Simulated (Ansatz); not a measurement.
**CuO2: equilibrium volume by level of theory**

```cif
data_structure
_symmetry_space_group_name_H-M 'Cmcm'
_symmetry_Int_Tables_number 63
_cell_length_a 2.8252
_cell_length_b 10.4215
_cell_length_c 4.3434
_cell_angle_alpha 90.000
_cell_angle_beta 90.000
_cell_angle_gamma 90.000
_cell_volume 127.88
loop_
_atom_site_label
_atom_site_type_symbol
_atom_site_symmetry_multiplicity
_atom_site_Wyckoff_symbol
_atom_site_fract_x
_atom_site_fract_y
_atom_site_fract_z
_atom_site_occupancy
Cu1 Cu 4 c 0.00000 0.83275 0.75000 1
O1 O 4 c 0.50000 0.71103 0.75000 1
O2 O 4 c 0.50000 0.94851 0.75000 1
```

The cell comes from a database or a generator and needn't be the stable form of this composition.

| rung | level | program and potentials | cutoff (eV) | k mesh | smearing | equilibrium volume (Å³/atom) | notes |
| --- | --- | --- | --- | --- | --- | --- | --- |
| GGA | PBE | Ansatz, Ansatz PAW | 420 | 10 × 10 × 6 | fermi-dirac 0.05 | 10.46 | - |
| GGA | PBEsol | Ansatz, Ansatz PAW | 420 | 10 × 10 × 6 | fermi-dirac 0.05 | 9.30 | potentials made for PBE, which Ansatz adapts in part |
| GGA + U (2 eV) | PBEsol+U (Cu d U = 2 eV, fll (the default)) | Ansatz, Ansatz PAW | 420 | 10 × 10 × 6 | fermi-dirac 0.05 | 9.48 | potentials made for PBE, which Ansatz adapts in part |
| GGA + U (1 eV) | PBEsol+U (Cu d U = 1 eV, fll (the default)) | Ansatz, Ansatz PAW | 420 | 10 × 10 × 6 | fermi-dirac 0.05 | 9.37 | potentials made for PBE, which Ansatz adapts in part |
| meta-GGA | r2SCAN | Ansatz, Ansatz PAW | 500 | 10 × 10 × 6 | fermi-dirac 0.05 | 9.68 | potentials made for PBE, which Ansatz adapts in part |

Task: relaxation of cell and atoms. All rows: no spin polarisation. Smearing widths are in eV. For a metal such meshes aren't converged. Meshes are those of the run's cell of 6 atoms unless a note names another. Relaxations start from the cell shown or near it and stop with a little pressure left. Runs on faulty files, with rough fits or with known faults for this quantity aren't shown. No row holds spin-orbit coupling.

By rung: GGA 9.30 to 10.46; GGA + U (2 eV) 9.48; GGA + U (1 eV) 9.37; meta-GGA 9.68 (Å³/atom).
